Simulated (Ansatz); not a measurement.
Space group Fd-3m:1 (No. 227). a = 7.383 Å, b = 7.383 Å, c = 7.383 Å, α = 90.00°, β = 90.00°, γ = 90.00°
| atom | site | symmetry | x | y | z |
| --- | --- | --- | --- | --- | --- |
| Hf | 8a | -43m | 0.5000 | 0.0000 | 0.5000 |
| V | 16d | .-3m | 0.1250 | 0.6250 | 0.1250 |

Equation of state of this HfV2 structure (not necessarily the ground state), with shape and atoms relaxed at each volume where symmetry leaves them free. It has no gap at any of these volumes. These are results of DFT r2SCAN, scalar-relativistic, plane waves, PAW (Ansatz), not measurements.

Settings: cutoff 500 eV, Γ-centred mesh 8×8×8 on the computed 6-atom cell, Gaussian smearing of 0.10 eV; collinear spin.

| V (Å³/atom) | E − E(largest V) (meV/atom) | P (GPa) |
| --- | --- | --- |
| 15.258 | -21.50 | 10.26 |
| 15.761 | -46.33 | 5.58 |
| 16.264 | -57.54 | 2.75 |
| 16.767 | -64.87 | 0.00 |
| 17.270 | -58.64 | -3.97 |
| 17.773 | -40.35 | -7.50 |
| 18.443 | 0.00 | -11.46 |

Problem. Does one Birch–Murnaghan curve describe these points?

Solution. Not well: the fit leaves 1.00 meV/atom rms, which suggests a change of structure or state along the series.

The state reached may not be the lowest one. Spin-orbit coupling is left out, which matters for the bands of heavy elements.

Cost: 7 runs of about 21 core-minutes in all, on Arm Neoverse V2 (shared hosts).